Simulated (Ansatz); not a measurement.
Starting structure, N put at a bridge N-Hf site (HfN, Fm-3m (No. 225), (1 0 0) face):

```xyz
9
Lattice="3.1831 0.0000 0.0000 0.0000 3.1831 0.0000 0.0000 0.0000 25.7523" Properties=species:S:1:pos:R:3 pbc="T T T"
Hf    1.5915    1.5915    8.5000
N     0.0000    0.0000    8.5000
Hf    0.0000    0.0000   10.7508
N     1.5915    1.5915   10.7508
Hf    1.5915    1.5915   12.9977
N     0.0000    0.0000   13.0259
Hf    0.0000    0.0000   15.1623
N     1.5915    1.5915   15.3224
N     0.7958    2.3873   17.3624
```

These are results of DFT PBEsol, scalar-relativistic, plane waves, PAW in Ansatz, not measurements. Plane waves to 420 eV, a k mesh through Γ of 9×9×1 on the computed 9-atom cell and Gaussian smearing (0.10 eV); no spin polarisation. A dipole correction removes the field between periodic images along c.

Atoms 1, 2, 3, 4 (counted from 1) are held. The cell is fixed. Force threshold 0.03 eV/Å.

(1) Where does it end?

The end is the local minimum or symmetric point that this start leads to. The slab is only 6.8 Å thick, so the energy isn't converged with thickness.

Spin–orbit coupling is left out, which can shift energies with elements as heavy as these. Spin polarisation was left out, and a magnetic state may lie lower.

Results:

(1) The energy falls by 4.128 eV in 13 steps, to:

```
CELL_PARAMETERS angstrom
3.18308 0.00000 0.00000
0.00000 3.18308 0.00000
0.00000 0.00000 25.75233
ATOMIC_POSITIONS crystal
Hf 0.50000 0.50000 0.33007
N 0.00000 0.00000 0.33007
Hf 0.00000 0.00000 0.41747
N 0.50000 0.50000 0.41747
Hf 0.49559 0.50441 0.50357
N 0.99802 0.00198 0.50872
Hf 0.01150 0.98850 0.60041
N 0.51518 0.48482 0.58503
N 0.42867 0.57133 0.63886
```

Cost: 1 run of about 12 core-minutes, on Arm Neoverse V2 (shared hosts).